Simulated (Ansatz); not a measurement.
Relaxed-ion elastic tensor of Ni (bcc (W type), space group No. 229) in GPa (Voigt order), the program Ansatz at the PBEsol level (PAW); density 9.31 g/cm³, 10.46 Å³ per atom.

```
165  245  245  0.0  0.0  0.0
245  165  245  0.0  0.0  0.0
245  245  165  0.0  0.0  0.0
0.0  0.0  0.0  170  0.0  0.0
0.0  0.0  0.0  0.0  170  0.0
0.0  0.0  0.0  0.0  0.0  170
```

### Question
Is the crystal mechanically stable?

### Answer
No: the smallest eigenvalue of C is -79.4 GPa.

Space group Im-3m (bcc (W type)). The first step of the workflow began from a Materials Project structure, measured or hypothetical; the Crystallography Open Database copy checked does not list it. It is not the phase usual at ambient conditions (space group No. 225). Symmetry was held in the PBEsol relaxation. At this level the phase is mechanically unstable. Magnetic state: ferromagnetic, chosen from 3 collinear starts compared on coarse meshes (ties went to the first, and starts can fall back to one state), not a proven ground state. As this level gives no gap, shear constants depend on the k-mesh and smearing (Fermi–Dirac, 0.1 eV here).

Potentials: the later of the program's two PAW sets.
